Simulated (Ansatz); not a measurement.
## GdZn, first-principles data

GdZn:
```
GdZn
1.0
    3.58349     0.00000     0.00000
    0.00000     3.58349     0.00000
    0.00000     0.00000     3.58349
Gd Zn
1 1
Direct
  0.00000   0.00000   0.00000
  0.50000   0.50000   0.50000
```
The run is spin-polarised; directions of the spins, atom by atom: ↑ 0.

Space group Pm-3m (No. 221), CsCl type; conventional cell a = b = c = 3.583 Å, α = β = γ = 90.00°.

Method: plane-wave PAW r²SCAN (Ansatz code). The cell and atoms are relaxed at this level. Other levels are named where they apply.

Cell and energy:

* **Volume per atom**: 23.01 Å³
* **Density**: 8.03 g/cm³
* **Formation energy from the elements (no fitted shifts)**: -33 kJ/mol of atoms

Electronic structure:

- Electronic character: metallic (no gap)
- Density of states at the Fermi level: 0.60 states/eV per atom (mean over ±0.08 eV)

Magnetism:

- Magnetic order: ferromagnetic
- Net moment: 3.86 μB per atom

Mechanics:

- Bulk modulus (Birch–Murnaghan fit): 60.3 GPa
- Pressure derivative B′: 3.9

Charges:

- Bader charges: Gd +1.19, Zn -1.19 e

The workflow started from an entry of the Crystallography Open Database (COD). Whether it is the stable phase at ambient conditions was not checked. The r²SCAN relaxation kept the symmetry of its start; its stability against distortions is not shown here. Spin order of the final state: ferromagnetic, chosen from 3 collinear starts compared on coarse meshes (ties went to the first, and starts can fall back to one state), not a proven ground state. The 4f shell is in the valence, and the state reached may lie above the lowest one. Other orbital occupations within this spin state were not tried. No Hubbard U is applied. The references are the lowest solids computed at this level, not always the standard phases. Scalar-relativistic: spin–orbit coupling is off unless named, which matters more the heavier the elements.

Potentials: the later of the program's two PAW sets.
